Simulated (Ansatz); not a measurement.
**Sb₂Se₃: field gradients at two levels of theory**

Cell: a structure deposited in the COD, ions relaxed with PBE at fixed cell.

Space group Pnma (No. 62); a = 11.7700, b = 3.9620, c = 11.6200 Å.

| site | Wyckoff | site symmetry | x | y | z |
| --- | --- | --- | --- | --- | --- |
| Sb1 | 4c | .m. | 0.0256 | 0.2500 | 0.3284 |
| Sb5 | 4c | .m. | 0.1488 | 0.7500 | 0.0391 |
| Se9 | 4c | .m. | 0.0554 | 0.2500 | 0.8689 |
| Se13 | 4c | .m. | 0.1289 | 0.7500 | 0.4475 |
| Se17 | 4c | .m. | 0.2152 | 0.2500 | 0.1958 |

One atom of each set is listed.

First run. Level of theory: DFT, PBE, plane waves and PAW, scalar-relativistic, 420 eV cutoff, Γ-centred 3×7×3 k-points, Fermi–Dirac smearing 0.02 eV (Ansatz 0.2.0).

```json
{"site": "Sb1", "V_zz (10²¹ V/m²)": "-10.43", "η": "0.50"}
{"site": "Sb5", "V_zz (10²¹ V/m²)": "-13.74", "η": "0.02"}
{"site": "Se9", "V_zz (10²¹ V/m²)": "15.27", "η": "0.95"}
{"site": "Se13", "V_zz (10²¹ V/m²)": "-26.4", "η": "0.12"}
{"site": "Se17", "V_zz (10²¹ V/m²)": "7.57", "η": "0.55"}
```

Second run. The same atoms and settings, except that the functional is r2SCAN and the cutoff is 500 eV.

**Question.** What does the second run give?

**Answer.** 

```json
{"site": "Sb1", "V_zz": "-11.58", "η": "0.49", "change of V_zz": "-1.15"}
{"site": "Sb5", "V_zz": "-15.33", "η": "0.04", "change of V_zz": "-1.59"}
{"site": "Se9", "V_zz": "16.53", "η": "0.89", "change of V_zz": "+1.26"}
{"site": "Se13", "V_zz": "-27.8", "η": "0.14", "change of V_zz": "-1.41"}
{"site": "Se17", "V_zz": "7.85", "η": "0.64", "change of V_zz": "+0.28"}
```

The largest change of V_zz is on Sb5, from -13.74 to -15.33. In per cent, |V_zz| changes by +11 to +12 on Sb, +4 to +8 on Se (all sites that start above 0.5).

Without spin–orbit coupling (the program notes it for Sb) the gradients can shift somewhat, as the gap is small. With these PAW files V_zz is typically within 2 to 3 % of all-electron values, but misses above 10 % occur on Sb.
For the second run: The largest force is 0.3 eV/Å, so the atoms aren't at the calculated equilibrium and relaxing them would move these values.
